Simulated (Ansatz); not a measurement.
The end point of a relaxation of GaAs. Space group P6₃mc (No. 186), wurtzite type. Computed with r2SCAN (plane waves to 500 eV, PAW, scalar-relativistic; Ansatz, a first-principles code).

```cif
data_As2Ga2
_chemical_formula_sum 'Ga2 As2'
_space_group_name_H-M_alt 'P 1'
_space_group_IT_number 1
_cell_length_a 3.99324
_cell_length_b 3.99324
_cell_length_c 6.58886
_cell_angle_alpha 90.000
_cell_angle_beta 90.000
_cell_angle_gamma 120.000
loop_
_space_group_symop_operation_xyz
  'x, y, z'
loop_
_atom_site_label
_atom_site_type_symbol
_atom_site_fract_x
_atom_site_fract_y
_atom_site_fract_z
_atom_site_occupancy
Ga1 Ga 0.66667 0.33333 0.99948 1
Ga2 Ga 0.33333 0.66667 0.49948 1
As1 As 0.66667 0.33333 0.62572 1
As2 As 0.33333 0.66667 0.12572 1
```

Question: Predict the band gap from r2SCAN.

Answer: 0.96 eV, direct at Γ (no spin-orbit coupling).

No spin polarisation in the result.

The run could not lose the symmetry of its start.

The first start was generated by placing the elements on the sites of a structure type. Materials Project lists a structure of GaAs in the same space group, P6₃mc (No. 186); the sites were not compared with it, nor with measured phases. Known forms of GaAs include space group No. 216.
